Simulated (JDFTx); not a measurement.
Input for a modified build of JDFTx: phosphoric acid, H3PO4 (SMILES O=P(O)(O)O), charge 0, multiplicity 1, SCCS (g03 parameters), water, no salt; lengths in bohr, energies in hartree. The run starts from orbitals saved by an earlier run of the same system.

```
lattice \
  25.5113026824 0.0000000000 0.0000000000 \
  0.0000000000 25.9837342136 0.0000000000 \
  0.0000000000 0.0000000000 23.1491450267
coords-type Cartesian
ion O -1.8868581565 -0.1717658445 -2.0293032128 0
ion P 0.7928516980 0.2216989686 -0.7382722579 0
ion O 0.7900186379 0.2187256090 2.0293032128 0
ion O 2.4775937961 -1.9010459488 -2.0262129110 0
ion O 1.7919338871 2.7425658476 -2.0229362962 0
ion H -3.1525383654 0.6593029819 -1.0476597456 0
ion H 2.3891110255 -3.4147141713 -1.0479160601 0
ion H 3.1525383654 3.4147141713 -1.0466994379 0
ion-species pseudo/o_pbe_v1.2.upf
ion-species pseudo/p_pbe_v1.5.upf
ion-species pseudo/h_pbe_v1.4.upf
core-overlap-check none
elec-cutoff 20 100
elec-ex-corr gga-PBE
symmetries none
elec-n-bands 16
electronic-minimize nIterations 150 energyDiffThreshold 1e-7
fluid LinearPCM
pcm-variant SCCS_g03
fluid-solvent H2O
fluid-minimize nIterations 400 knormThreshold 1e-11
wavefunction read s0.wfns 19
dump-name s4.$VAR
dump End State Ecomponents EigStats BandEigs Forces ElecDensity IonicPositions FluidDebug
```

The log closes as follows.

```
[...]
ElecMinimize: Iter:  10  Etot: -72.867868468873752  |grad|_K:  2.174e-07  alpha:  7.803e-01  linmin: -6.312e-02
ElecMinimize: Iter:  11  Etot: -72.867868518702267  |grad|_K:  1.580e-07  alpha:  9.418e-01  linmin:  1.516e-05
ElecMinimize: Iter:  12  Etot: -72.867868521719871  |grad|_K:  1.330e-07  alpha:  5.006e-01  linmin: -1.413e-01
ElecMinimize: Converged (|Delta Etot|<1.000000e-07 for 2 iters).

# Ionic positions in cartesian coordinates:
ion O  -1.886858156500000  -0.171765844500000  -2.029303212800000 0
ion O   0.790018637900000   0.218725609000000   2.029303212800000 0
ion O   2.477593796100000  -1.901045948800000  -2.026212911000000 0
ion O   1.791933887100000   2.742565847600000  -2.022936296200000 0
ion P   0.792851698000000   0.221698968600000  -0.738272257900000 0
ion H  -3.152538365400000   0.659302981900000  -1.047659745600000 0
ion H   2.389111025500001  -3.414714171300000  -1.047916060100000 0
ion H   3.152538365400000   3.414714171300000  -1.046699437900000 0

# Forces in Cartesian coordinates:
force O   0.020500032052852  -0.015097854855835  -0.018371897529455 0
force O  -0.000144050231074  -0.000007333577313   0.024398061987871 0
force O   0.002934907621167   0.025405215981453  -0.018386771303734 0
force O  -0.023512945621383  -0.010023764139265  -0.018302675575427 0
force P   0.000097086742630  -0.000025232771560  -0.018073651887938 0
force H  -0.029301135047590   0.015538188054815   0.016286855036946 0
force H   0.001118298765576  -0.033118417601407   0.016277513483344 0
force H   0.028266336378681   0.017444254583688   0.016229453055085 0

# Energy components:
   A_diel =       -0.0411054656687815
   Eewald =       52.7862080689835338
       EH =      113.8770115721279836
     Eloc =     -266.5403751877000218
      Enl =       10.3700135809517029
      Exc =      -18.8395269265880643
 Exc_core =        1.3775956176394646
       KE =       34.1423102185343055
-------------------------------------
     Etot =      -72.8678685217198705
```

The run took 13 electronic cycles (a count that differs between repeats, as do the digits past 10⁻⁶ Ha); the total lies -0.81 eV from the vacuum run at this geometry. The continuum can't coordinate to the solute or react with it.
